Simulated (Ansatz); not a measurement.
Ansatz (a program for electronic structure) input:

Ansatz 0.2 input:
```yaml
crystal:
  lattice:
    - [3.5942996048, 0.0, 0.0]
    - [-1.7971498024, 3.1127547665, 0.0]
    - [0.0, 0.0, 5.9649134342]
  atoms:
    - { symbol: Na, position: [0.3333333333, 0.6666666667, 0.25] }
    - { symbol: Na, position: [0.6666666667, 0.3333333333, 0.75] }
kpoints:
  mp_grid: { grid: [13, 13, 7] }
hamiltonian:
  xc: lda
  pseudopotentials: { kind: paw }
scf:
  occupations: { method: fermi_dirac, width: 0.1 }
phonons:
  method: dfpt
  response_accuracy: low
  eigenvectors: true
  rigid_motions: translations
```

Output (shortened):

```
Pseudopotential: Na, paw, valence charge 9
Functional definition: SPW92
Crystal: 2 atoms, lattice volume = 66.736 Å³
Basis set: ecut = 420 eV, 1291 PW (Γ), exchange–correlation on 50×50×80 points (8 copies of the dense FFT grid, shifted against one another)
Bands: 13, of which v1, the nominal top of the filled ones, is band 9 counted from 1 (8 counted from 0)
Symmetry: 24 space group operations
k-points: 196 of 1183 (irreducible under 4 space group operations, time reversal used)
SCF iter   1: F=—  HF=-2933.237845 eV  |F-HF|=—  |Δ(HF+E_count)|=         —  Δρ=5.55e-3  dr2=8.53e-3  ethr=1.77e-3  ⟨swp⟩=4.3  Hψ=13068  notcnv=0
preconditioner: auto → Kerker (q_TF=auto, 2.193 Å⁻¹)
SCF iter   2: F=—  HF=-2933.230450 eV  |F-HF|=—  |Δ(HF+E_count)|=   7.39e-3  Δρ=1.60e-3  dr2=8.91e-4  ethr=4.74e-5  ⟨swp⟩=2.0  Hψ=5692  notcnv=0
SCF iter   3: F=—  HF=-2933.230166 eV  |F-HF|=—  |Δ(HF+E_count)|=   2.84e-4  Δρ=2.88e-4  dr2=6.73e-5  ethr=4.95e-6  ⟨swp⟩=2.0  Hψ=4176  notcnv=0
SCF iter   4: F=—  HF=-2933.230204 eV  |F-HF|=—  |Δ(HF+E_count)|=   3.79e-5  Δρ=9.78e-5  dr2=6.96e-6  ethr=3.74e-7  ⟨swp⟩=1.8  Hψ=2886  notcnv=0
SCF iter   5: F=—  HF=-2933.230202 eV  |F-HF|=—  |Δ(HF+E_count)|=   1.99e-6  Δρ=8.53e-5  dr2=2.27e-6  ethr=3.86e-8  ⟨swp⟩=2.0  Hψ=4229  notcnv=0
SCF iter   6: F=—  HF=-2933.230202 eV  |F-HF|=—  |Δ(HF+E_count)|=   4.36e-7  Δρ=1.69e-5  dr2=1.05e-7  ethr=1.26e-8  ⟨swp⟩=2.0  Hψ=4116  notcnv=0
SCF iter   7: F=—  HF=-2933.230202 eV  |F-HF|=—  |Δ(HF+E_count)|=   6.88e-8  Δρ=2.18e-6  dr2=2.15e-9  ethr=5.84e-10  ⟨swp⟩=2.0  Hψ=4188  notcnv=0
SCF iter   8: F=—  HF=-2933.230202 eV  |F-HF|=—  |Δ(HF+E_count)|=  9.93e-10  Δρ=2.17e-7  dr2=2.87e-11  ethr=1.19e-11  ⟨swp⟩=2.0  Hψ=4321  notcnv=0
SCF iter   9: F=-2933.230202 eV  HF=-2933.230202 eV  |F-HF|=4.55e-13  |Δ(HF+E_count)|=  1.55e-11  Δρ=3.14e-8  dr2=1.18e-12  ethr=1.00e-12  ⟨swp⟩=4.8  Hψ=8973  notcnv=0
the search or the solves at the SCF's close seem to have found levels that the self-consistency loop had missed (the run counts 2) …
SCF 1 converged in 9 iterations: F = -2933.230202 eV  dr2 = 1.18e-12
DFPT response loops at Γ: preconditioner auto → Kerker (q_TF=auto, 2.193 Å⁻¹) (partly filled bands, converged f_vac=0.000) …
SCF converged after 9 iterations
Free energy (F): -2933.230202 eV
Harris-Foulkes:  -2933.230202 eV  (|F-HF|=4.55e-13)
Internal energy: -2933.200194 eV  (E = F + TS)
E sigma→0 (E₀):  -2933.215198 eV
Entropy (-TS):   -0.030008 eV (-15.004 meV/atom)
Fermi energy:    2.030751 eV
--- Per-component energies (eV) ---
  E_band       = -474.657183
  E_kinetic    = 240.508427
  E_local      = -2823.281478  (includes V_loc(G=0)·N_el)
  E_nonlocal   = 233.341542
  E_hartree    = 1026.546692
  E_xc         = -74.927159
  E_vxc        = -97.492836  (∫ρ·V_xc dr)
  E_paw        = -489.340438  (= ΣΔE_a)
  E_vpaw       = -80.826187  (= ΣTr[D̂ρ^β])
  E_aug_tail   = -0.000037  (compensation charges beyond the density's cutoff)
  E_ewald      = -1046.329522
  E_core_change = 0.281780  (= ΣΔE_core)
  E_smearing   = -0.030008  (= −TS)
  E_closure    = 0.000000  (closes the sum)
  Σ components = -2933.230202   (vs F -2933.230202, Δ=0.00e0)
  [band-id]    e_kinetic+e_local+e_nonlocal+2·e_hartree+e_vxc+e_vpaw+e_augmentation_tail = -474.657185   (vs E_band -474.657183, Δ=-2.14e-6)
--- Band table (eV; the first three rows and the last of 196) ---
  k-point 0: bands = ["-50.3694", "-50.3664", "-22.9042", "-22.8614", "-22.8614", "-22.8549", "-22.8549", "-22.8545", "-1.4768", "2.5452", "2.9520", "12.7152", "12.7152"]
  k-point 1: bands = ["-50.3692", "-50.3665", "-22.9017", "-22.8611", "-22.8611", "-22.8570", "-22.8552", "-22.8552", "-1.3874", "1.6391", "4.0065", "12.0870", "12.7778"]
  k-point 2: bands = ["-50.3688", "-50.3669", "-22.8949", "-22.8639", "-22.8602", "-22.8602", "-22.8561", "-22.8561", "-1.1203", "0.7095", "5.3814", "10.3144", "12.9548"]
  k-point 195: bands = ["-50.3658", "-50.3656", "-22.8971", "-22.8962", "-22.8768", "-22.8756", "-22.8667", "-22.8638", "1.7870", "2.3669", "6.0910", "6.2595", "7.0362"]
--- Phonons (Γ-DFPT): 2 representative perturbations + reference, on 196 of 1183 k-points (Σ response iterations 6) ---
  ASR residual: 4.913e-5 → 0.000e0 eV/Å²; symmetrization residual: 1.378e-13 eV/Å²
  ASR residual per site (eV/Å²): 4.91e-5 4.91e-5
  Γ frequencies (cm⁻¹): 0.00 0.00 0.00 55.67 55.67 135.08
  non-analytic LO–TO correction: not included (Born effective charges unavailable; polar crystals: no LO–TO splitting at Γ)
```

Cost: around 40 core-seconds (rough) on shared cores.

Space group P6_3/mmc (hcp (Mg type)). The first step of the workflow began from a Materials Project structure, measured or hypothetical; the Crystallography Open Database files this formula in space group No. 194, but the cells were not matched. It is not the phase usual at ambient conditions (space group No. 229). The cell was relaxed with LDA under the symmetry of its start; of distortions, only those at the zone centre were tested. As this level gives no gap, phonon frequencies hold no LO–TO term and depend on the k-mesh and smearing (Fermi–Dirac, 0.1 eV here).

Potentials: the later of the program's two PAW sets.

Ansatz is a plane-wave DFT program.
